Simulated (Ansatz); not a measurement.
Two inputs for LuB3H12

This input was run with Ansatz:

```yaml
crystal:
  lattice:
    - [0.0, 5.382871, 5.382871]
    - [5.382871, 0.0, 5.382871]
    - [5.382871, 5.382871, 0.0]
  atoms:
    - { symbol: Lu, position: [0.5, 0.5, 0.5] }
    - { symbol: Lu, position: [0.0, 0.0, 0.0] }
    - { symbol: B, position: [0.75, 0.75, 0.25] }
    - { symbol: B, position: [0.25, 0.25, 0.75] }
    - { symbol: B, position: [0.75, 0.25, 0.75] }
    - { symbol: B, position: [0.25, 0.75, 0.25] }
    - { symbol: B, position: [0.25, 0.75, 0.75] }
    - { symbol: B, position: [0.75, 0.25, 0.25] }
    - { symbol: H, position: [0.217554, 0.408176, 0.591824] }
    - { symbol: H, position: [0.782446, 0.591824, 0.408176] }
    - { symbol: H, position: [0.591824, 0.782446, 0.217554] }
    - { symbol: H, position: [0.408176, 0.217554, 0.782446] }
    - { symbol: H, position: [0.408176, 0.591824, 0.217554] }
    - { symbol: H, position: [0.591824, 0.408176, 0.782446] }
    - { symbol: H, position: [0.782446, 0.217554, 0.591824] }
    - { symbol: H, position: [0.217554, 0.782446, 0.408176] }
    - { symbol: H, position: [0.591824, 0.217554, 0.408176] }
    - { symbol: H, position: [0.408176, 0.782446, 0.591824] }
    - { symbol: H, position: [0.217554, 0.591824, 0.782446] }
    - { symbol: H, position: [0.782446, 0.408176, 0.217554] }
    - { symbol: H, position: [0.908176, 0.717554, 0.091824] }
    - { symbol: H, position: [0.091824, 0.282446, 0.908176] }
    - { symbol: H, position: [0.282446, 0.091824, 0.717554] }
    - { symbol: H, position: [0.717554, 0.908176, 0.282446] }
    - { symbol: H, position: [0.091824, 0.908176, 0.717554] }
    - { symbol: H, position: [0.908176, 0.091824, 0.282446] }
    - { symbol: H, position: [0.717554, 0.282446, 0.091824] }
    - { symbol: H, position: [0.282446, 0.717554, 0.908176] }
    - { symbol: H, position: [0.717554, 0.091824, 0.908176] }
    - { symbol: H, position: [0.282446, 0.908176, 0.091824] }
    - { symbol: H, position: [0.091824, 0.717554, 0.282446] }
    - { symbol: H, position: [0.908176, 0.282446, 0.717554] }
kpoints:
  mp_grid: { grid: [5, 5, 5] }
scf:
  occupations: { method: tetrahedron_uncorrected }
hamiltonian:
  xc: pbe
  pseudopotentials: { kind: paw }
output:
  forces: true
  stress: true
  populations: true
  efg:
    quadrupole_moments_barn: { Lu: 3.49, B: 0.04059, H: 0.00285783 }
    contact_densities: true
basis:
  ecutwfc: "800 eV"
```

It converged. Of its output the block on the nuclei alone is shown, without the SCF iterations, energies, forces and stress (one atom of each set):

```
--- PAW observables at the nuclei: V_zz in 10²¹ V/m², potentials from the cell's mean, atoms counted from 1 ---
  atom   1  Lu V_zz =    +0.000000   η = 0.0000   by run symmetry: forbidden   C_q = +0.0000 MHz
            electrostatic potential = -13856.044204 V   contact ρ = 6964804.700191 e/Å³
  atom   3  B  V_zz =    +0.035783   η = 0.0000   by run symmetry: allowed   C_q = +0.0351 MHz
            electrostatic potential = -319.369407 V   contact ρ = 486.207043 e/Å³
  atom   9  H  V_zz =    +1.638838   η = 0.2326   by run symmetry: allowed   C_q = +0.1132 MHz
            electrostatic potential = -37.261824 V   contact ρ = 3.141115 e/Å³
```

Task: Can these gradients be trusted, and how do they compare with a run on standard settings?

Result: They agree with the standard run. Against the standard input the change is `basis.ecutwfc`: not typed → 800 eV; `scf.occupations.width`: 0.02 → not typed; `scf.occupations.method`: fermi_dirac → tetrahedron_uncorrected. A site carries the number of its first atom; V_zz in 10²¹ V/m².

```csv
site,V_zz standard,η standard,V_zz here,η here
B,0.038,0.00,0.036,0.00
H,1.66,0.23,1.64,0.23
```

No V_zz moves by more than 0.03. In per cent, |V_zz| changes by -1 on H (all sites that start above 0.5). Sites without a gradient aren't listed. The gap of 4.6 eV is far wider than the smearing, so the levels stay full or empty whatever the smearing's form; with a small gap this would fail. SCF iterations: 7 and 7. New warnings: band table not solved further.

On the reference run: The lattice is static: at room temperature BH₄ may turn and average the couplings of its hydrogen.
